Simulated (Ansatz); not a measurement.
Given:

Mo2N:
```cif
data_Mo2N
_chemical_formula_sum 'Mo2 N1'
_space_group_name_H-M_alt 'P 1'
_space_group_IT_number 1
_cell_length_a 5.26461
_cell_length_b 5.26461
_cell_length_c 5.26461
_cell_angle_alpha 31.742
_cell_angle_beta 31.742
_cell_angle_gamma 31.742
loop_
_space_group_symop_operation_xyz
  'x, y, z'
loop_
_atom_site_label
_atom_site_type_symbol
_atom_site_fract_x
_atom_site_fract_y
_atom_site_fract_z
_atom_site_occupancy
Mo1 Mo 0.24286 0.24286 0.24286 1
Mo2 Mo 0.75714 0.75714 0.75714 1
N1 N 0.00000 0.00000 0.00000 1
```

This is the r²SCAN-relaxed structure.

### Question
All from plane-wave PAW r²SCAN (Ansatz code), unless another level is named. Predict the highest zone-centre frequency.

### Answer
623 cm⁻¹.

### Question
What about the bulk modulus (Birch–Murnaghan fit)?

### Answer
323 GPa.

Space group R-3m. The workflow started from a Materials Project entry (that database holds measured and hypothetical structures alike); the Crystallography Open Database copy checked does not list it. COD files the formula under space group No. 141. Its standing as an ambient phase is unchecked. The cell was relaxed with r²SCAN under the symmetry of its start; whether a distortion lowers the energy is not shown. No spin polarisation was allowed. With an odd number of electrons in the cell and no spin polarisation, the count alone makes it a metal. As this level gives no gap, phonon frequencies hold no LO–TO term and depend on the k-mesh and smearing (Fermi–Dirac, 0.1 eV here).

Potentials: the earlier of the program's two PAW sets. The files were generated under PBE; for other functionals the program regenerates the frozen cores, and for LDA and PBEsol the local potential too.
